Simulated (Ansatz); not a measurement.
The calculation used DFT PBE, scalar-relativistic, plane waves, PAW, and for the lanthanide a 4f-in-core norm-conserving potential, in Ansatz. Settings: cutoff 690 eV, Γ-centred meshes spaced at most about 0.3 Å⁻¹, and about 0.25 Å⁻¹ or finer for metals (2π included), Gaussian smearing. No spin polarisation in the final relaxations.

All energies are static (0 K, no zero-point motion).

Two relaxed structures of Sm₄TaI:

A.

```
CELL_PARAMETERS angstrom
0.00000 4.47704 4.47704
4.47704 0.00000 4.47704
4.47704 4.47704 0.00000
ATOMIC_POSITIONS crystal
Sm 0.12818 0.12818 0.12818
Sm 0.61545 0.12818 0.12818
Sm 0.12818 0.12818 0.61545
Sm 0.12818 0.61545 0.12818
Ta 0.50000 0.50000 0.50000
I 0.75000 0.75000 0.75000
```

B.

```
CELL_PARAMETERS angstrom
5.26496 0.00000 0.00000
0.00000 5.26496 0.00000
0.00000 0.00000 7.30086
ATOMIC_POSITIONS crystal
Sm 0.00000 0.50000 0.23149
Sm 0.50000 0.00000 0.23149
Sm 0.00000 0.50000 0.76851
Sm 0.50000 0.00000 0.76851
Ta 0.50000 0.50000 0.00000
I 0.50000 0.50000 0.50000
```

Question: Which would you expect to be lower, and how large is the difference?

Answer: B is lower, by 0.38 eV/atom. A has space group F-43m (No. 216), 29.9 Å³/atom and no gap on its mesh; B has space group P4/mmm (No. 123), 33.7 Å³/atom and no gap. Counting Sm or Ta atoms around I (for each partner element, those within 1.25 times its shortest distance or 1.15 times the sum of covalent radii, where it is the nearest in units of that sum or under 1.3; a plus sign parts groups by distance over the sum of covalent radii), A has I 12+4 and B has I 8+2. The lower one is the more open, so pressure narrows the difference. Even the lower one lies +0.33 eV/atom against the reference forms of the elements (uncorrected), so neither is stable at this level. In A, around Sm lie 6 Sm at 3.09–3.25 Å, 3 Ta at 3.70 Å and 3 I at 3.72 Å; Ta has 12 Sm at 3.70 Å and 4 I at 3.88 Å; I has 12 Sm at 3.72 Å and 4 Ta at 3.88 Å. In B, Sm has 2 Ta at 3.13 Å, 2 I at 3.28 Å, 1 Sm at 3.38 Å and 5 Sm at 3.72–3.92 Å; Ta is surrounded by 8 Sm at 3.13 Å and 2 I at 3.65 Å; around I lie 8 Sm at 3.28 Å and 2 Ta at 3.65 Å. Both come from invented guesses. A third cell relaxed alike, in P4/mmm, lies 127 meV/atom below the lower of the two.

Spin–orbit coupling, which can matter for I and Ta, is left out. A magnetic state wasn't ruled out in cells without spin, among them F-43m, P4/mmm. Cells relaxed within their symmetry can be saddle points.

The lanthanide is trivalent by construction, without f bands, f moments or other valences.
